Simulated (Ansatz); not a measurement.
# Data sheet: NbRu (DFT)

NbRu:
Space group Pm-3m (No. 221); a = 3.1195 Å, b = 3.1195 Å, c = 3.1195 Å, α = 90.00°, β = 90.00°, γ = 90.00°

```tsv
atom	site	symmetry	x	y	z
Nb	1a	m-3m	0.0000	0.0000	0.0000
Ru	1b	m-3m	0.5000	0.5000	0.5000
```

Space group Pm-3m (No. 221), CsCl type; conventional cell a = 3.120 Å, b = 3.120 Å, c = 3.120 Å, α = 90.00°, β = 90.00°, γ = 90.00°.

Method: DFT-LDA in the program Ansatz with PAW potentials. Structure relaxed to zero pressure with the same functional. Other levels are named where they apply.

**Cell and energy**

* **Volume per atom**: 15.18 Å³
* **Density**: 10.61 g/cm³
* **Formation energy from the elements (no fitted shifts)**: -0.14 eV/atom

**Electronic structure**

- Electronic character = metallic (no gap)
- Density of states at the Fermi level = 1.5 states/eV per atom (mean over ±0.08 eV)

**Mechanics**

- Bulk modulus (Birch–Murnaghan fit) = 2670 kbar
- Pressure derivative B′ = 4.3
- Elastic constants (relaxed ions, GPa) = C11 = 183, C12 = 308, C44 = 74.8
- Mechanical stability = unstable (C has a negative eigenvalue)

**Phonons**

- Highest zone-centre frequency = 16.9 meV
- Zone-centre stability = no imaginary mode at Γ

The workflow started from a Materials Project entry (that database holds measured and hypothetical structures alike); the Crystallography Open Database files this formula in space group No. 221, but the cells were not matched. Its standing as an ambient phase is unchecked. The LDA relaxation kept the symmetry of its start. No spin polarisation was allowed. As this level gives no gap, shear constants depend on the k-mesh and smearing (Fermi–Dirac, 0.1 eV here). As this level gives no gap, phonon frequencies hold no LO–TO term and depend on the k-mesh and smearing (Fermi–Dirac, 0.1 eV here). The references are the lowest solids computed at this level, not always the standard phases. Scalar-relativistic: spin–orbit coupling is off unless named, which matters more the heavier the elements.

Potentials: the later of the program's two PAW sets.
